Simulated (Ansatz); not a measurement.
# Calculated with Ansatz: LiAgBr, settings compared

input.yaml:

```yaml
crystal:
  lattice:
    - [4.432272, 0.0, 0.0]
    - [-2.216136, 3.838464, 0.0]
    - [0.0, 0.0, 7.396814]
  atoms:
    - { symbol: Br, position: [0.3333, 0.6667, 0.25] }
    - { symbol: Br, position: [0.6666, 0.3333, 0.75] }
    - { symbol: Ag, position: [0.3333, 0.6667, 0.75] }
    - { symbol: Ag, position: [0.6666, 0.3333, 0.25] }
    - { symbol: Li, position: [0.0, 0.0, 0.0] }
    - { symbol: Li, position: [0.0, 0.0, 0.5] }
  symmetry: { tolerance: 0.0003 }
kpoints:
  mp_grid: { grid: [5, 5, 3], shift: [0, 0, 0] }
magnetization:
  spin_polarized: false
scf:
  occupations: { method: fermi_dirac }
hamiltonian:
  pseudopotentials: { kind: paw }
  xc: pbe
basis:
  ecutwfc: 420
output:
  forces: true
  stress: true
  eigenvalues: true
```

Run with:

```bash
ansatz run input.yaml --threads 1 --pin off --max-ram 2560MiB --backend cpu --events-out ev --progress --plain --runs-dir out
```

Origin of the cell: a known structure type with other elements, at an estimated volume, so it need not be a known compound.

The smearing width isn't typed, so it takes its default of 0.1 eV.

Output of this run (shortened):

```
Warning: the atoms were moved onto the symmetric positions of the space group found under crystal.symmetry.tolerance 3.0e-4 (fractional; no operation is sought that the atoms, as they stand i […]
Pseudopotentials: kind: paw
Pseudopotential: Br, paw, valence charge 7, recommended cutoff 420 eV (normal), Br.paw.azcp
Pseudopotential: Ag, paw, valence charge 19, recommended cutoff 420 eV (normal), Ag.paw.azcp
Pseudopotential: Li, paw, valence charge 3, recommended cutoff 420 eV (normal), Li.paw.azcp
Functional definition: PBE
  exchange = pbe_x(kappa = kappa, mu = beta*pi^2/3)
  correlation = pbe_c(beta = beta)
Crystal: 6 atoms, lattice volume = 125.843 Å³
Basis set: ecut = 420 eV, 2467 PW (Γ), exchange–correlation on 60×60×100 points (8 copies of the dense FFT grid, shifted against one another)
Bands: 35, of which v1, the nominal top of the filled ones, is band 29 counted from 1 (28 counted from 0)
Symmetry: 24 space group operations
[… 8 lines left out …]
Initial density: superposition of atomic densities (neutral atoms: chi_scale 0, normalization atom), corrected by the library's trained network
Functional: x = pbe(κ = 0.804, μ = 0.219515), c = pbe(β = 0.066725)
SCF iter   1: F=—  HF=-21157.561222 eV  Δρ=3.44e-3  dr2=1.07e-2  defer=1
SCF iter   2: F=—  HF=-21157.562961 eV  Δρ=1.84e-3  dr2=4.44e-3
SCF iter   3: F=—  HF=-21157.562309 eV  Δρ=5.79e-4  dr2=7.01e-4
SCF iter   4: F=—  HF=-21157.562247 eV  Δρ=2.70e-4  dr2=9.51e-5
SCF iter   5: F=—  HF=-21157.562265 eV  Δρ=9.52e-5  dr2=1.39e-5
SCF iter   6: F=—  HF=-21157.562263 eV  Δρ=1.32e-5  dr2=1.46e-7
SCF iter   7: F=-21157.562263 eV  HF=-21157.562263 eV  Δρ=1.75e-6  dr2=3.08e-9
SCF 1 converged in 7 iterations: F = -21157.562263 eV  dr2 = 3.08e-9
SCF converged after 7 iterations
Free energy (F): -21157.562263 eV
Harris-Foulkes:  -21157.562263 eV  (|F-HF|=3.38e-9)
Internal energy: -21157.507732 eV  (E = F + TS)
E sigma→0 (E₀):  -21157.534998 eV
Entropy (-TS):   -0.054531 eV (-9.089 meV/atom)
Fermi energy:    9.021794 eV
--- Per-component energies (eV) ---
  E_band       = -974.696139
  E_kinetic    = 1369.115706
  E_local      = -7593.752801  (includes V_loc(G=0)·N_el)
  E_nonlocal   = 237.750273
  E_hartree    = 3296.083219
  E_xc         = -919.271281
  E_vxc        = -703.671992  (∫ρ·V_xc dr)
  E_paw        = -12342.548494  (= ΣΔE_a)
  E_vpaw       = -876.302663  (= ΣTr[D̂ρ^β])
  E_aug_tail   = 0.000667  (compensation charges beyond the density's cutoff)
  E_ewald      = -5204.885021
  E_smearing   = -0.054531  (= −TS)
  Σ components = -21157.562263   (vs F -21157.562263, Δ=0.00e0)
--- Forces (eV/Å), atoms counted from 1 ---
  atom   1  Br     0.000000     0.000000     0.000000
  atom   2  Br     0.000000     0.000000     0.000000
  atom   3  Ag     0.000000    -0.000000     0.000000
  atom   4  Ag     0.000000    -0.000000     0.000000
  atom   5  Li    -0.000000     0.000000     0.000000
  atom   6  Li     0.000000     0.000000     0.000000
  max |Σ_I F_I| component: 4.63e-17 eV/Å
--- Stress (GPa, compression-positive) ---
       12.291081       0.000000       0.000000
        0.000000      12.291081       0.000000
        0.000000       0.000000       0.485391
  P = ⅓ Tr σ = 8.3559 GPa (83.559 kbar)
```

The same input was run again with these changes:

1. `magnetization` { spin_polarized: false } → { spin_polarized: true } (starts: flip); typed moments: none
2. `basis.ecutrho_ratio` default → 4
3. `scf.occupations.method` fermi_dirac → methfessel_paxton; `scf.occupations.width` default → 0.3
4. `basis.ecutwfc` 420 → "250 eV"; `hamiltonian.dispersion` default → d3bj; `crystal.symmetry` { tolerance: 0.0003 } → { detect: false }

```
 run        end  SCF iterations  P (GPa)  max force component (eV/Å)  moment (μB)  ΔE(σ→0) (meV/atom)
base  converged               7     8.36                       0.000            –                   0
   1  converged              12     8.36                       0.000         0.00                0.00
   2  converged               7     8.36                       0.000            –                0.00
   3  converged               7     8.40                       0.000            –               -0.10
   4  converged               7     6.16                       0.002            –                   –
```

Energies are compared only where functional, datasets, charge and starting cell are the same.

Not properties of the system: run 4 (too coarse or loose: `basis.ecutwfc` = "250 eV").

Caveats of the base run: the k mesh is coarse if the cell is a metal.

Run 1: spin is on but no moment was typed.
Run 3: wide smearing.
Run 4: the cutoff lies below the datasets' advice.

The base run took 2.6 s of wall time on 1 CPU thread(s) of a shared host, from the program's own first density.
